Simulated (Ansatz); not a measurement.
Theory: DFT PBE, scalar-relativistic, plane waves, PAW in Ansatz 0.2.0. Settings: cutoff 420 eV, Γ-centred meshes spaced at most about 0.3 Å⁻¹, and about 0.25 Å⁻¹ or finer for metals (2π included), Gaussian smearing. No spin polarisation in the final relaxations.

All energies are static (0 K, no zero-point motion).

Two relaxed structures of B₃Sb₂P:

1.

```
CELL_PARAMETERS angstrom
-1.47768 1.47768 9.98487
1.47768 -1.47768 9.98487
1.47768 1.47768 -9.98487
ATOMIC_POSITIONS crystal
B 0.75000 0.25000 0.50000
B 0.25000 0.75000 0.50000
B 0.50000 0.50000 0.00000
Sb 0.63601 0.63601 0.00000
Sb 0.36399 0.36399 0.00000
P 0.00000 0.00000 0.00000
```

2.

```
CELL_PARAMETERS angstrom
5.24156 0.00000 0.00000
0.00000 5.24156 0.00000
0.00000 0.00000 4.69473
ATOMIC_POSITIONS crystal
B 0.50000 0.50000 0.00000
B 0.50000 0.50000 0.66767
B 0.50000 0.50000 0.33233
Sb 0.00000 0.50000 0.50000
Sb 0.50000 0.00000 0.50000
P 0.00000 0.00000 0.50000
```

Question: Which would you expect to be lower, and how large is the difference?

Answer: Cell 2 is lower, by 233 meV/atom. Cell 1 has space group I4/mmm (No. 139), 14.5 Å³/atom and no gap on its mesh; cell 2 has space group P4/mmm (No. 123), 21.5 Å³/atom and no gap. Cell 1 holds Sb–Sb nets (shortest 2.96 Å); cell 2 holds B–B chains (shortest 1.56 Å). The lower one is the more open, so pressure narrows the difference. Even the lower one lies +0.74 eV/atom against the reference forms of the elements (uncorrected), so neither is stable at this level. In cell 1, B on a site of symmetry -4m2 has 4 B at 2.09 Å and 4 Sb at 2.71 Å; Sb has 5 B at 2.71–2.72 Å, 4 Sb at 2.96 Å and 4 P at 3.43 Å; around P lie 4 B at 2.09 Å, 4 P at 2.96 Å and 8 Sb at 3.43 Å; 1 more site not described. In cell 2, around B on a site of symmetry 4/mmm lie 2 B at 1.56 Å; around Sb lie 2 P at 2.62 Å and 4 B at 2.74 Å; P is surrounded by 4 Sb at 2.62 Å; 1 more site not described. Both come from invented guesses. A third cell relaxed alike, in P-6m2, lies 0.33 eV/atom below the lower of the two.

Spin–orbit coupling, which can matter for Sb, is left out. Cells relaxed within their symmetry can be saddle points.
